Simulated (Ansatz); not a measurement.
InMo2N:
```xyz
8
Lattice="3.1768 0.0000 0.0000 -1.5884 2.7512 0.0000 0.0000 0.0000 13.2658" Properties=species:S:1:pos:R:3 pbc="T T T"
In     0.0000     1.8341     9.9494
In     1.5884     0.9171     3.3165
Mo     0.0000     1.8341     1.0038
Mo     1.5884     0.9171     7.6367
Mo     1.5884     0.9171    12.2620
Mo     0.0000     1.8341     5.6291
N      0.0000     0.0000     0.0000
N      0.0000     0.0000     6.6329
```

Relaxed with PBEsol. Special points in fractions of this cell's reciprocal vectors: Γ (0.000, 0.000, 0.000); M (0.500, 0.000, 0.000); K (0.333, 0.333, 0.000); A (0.000, 0.000, 0.500); L (0.500, 0.000, 0.500); H (0.333, 0.333, 0.500).

Question: List the band energies nearest the Fermi level at these points for plane-wave PAW PBEsol with spin–orbit coupling (Ansatz code).

Answer: In eV from the Fermi level; about four levels below and three above (degenerate sets whole), none deeper than 8.9 eV; points with the same levels are listed once.

| k | below | above |
|---|---|---|
| Γ | -0.07 -0.07 -0.04 -0.04 | 1.01 1.01 1.07 1.07 |
| M | -0.10 -0.10 -0.04 -0.04 | 0.40 0.40 0.57 0.57 |
| K | -0.49 -0.49 -0.14 -0.14 | 0.88 0.88 1.53 1.53 |
| A | -0.11 -0.11 -0.11 -0.11 | 1.02 1.02 1.02 1.02 |
| L | -0.13 -0.13 -0.13 -0.13 | 0.03 0.03 0.03 0.03 |
| H | -1.29 -1.29 -1.20 -1.20 | 0.04 0.04 0.10 0.10 |

Space group P6_3/mmc. The start of the workflow was typed in or built on a structure type; neither database checked (COD, Materials Project) lists it. Whether it is the stable phase at ambient conditions was not checked. The PBEsol relaxation kept the symmetry of its start. At this level the phase is mechanically unstable. The workflow began spin-polarised and lost its moments.

Potentials: the earlier of the program's two PAW sets. The files were generated under PBE; for other functionals the program regenerates the frozen cores, and for LDA and PBEsol the local potential too.
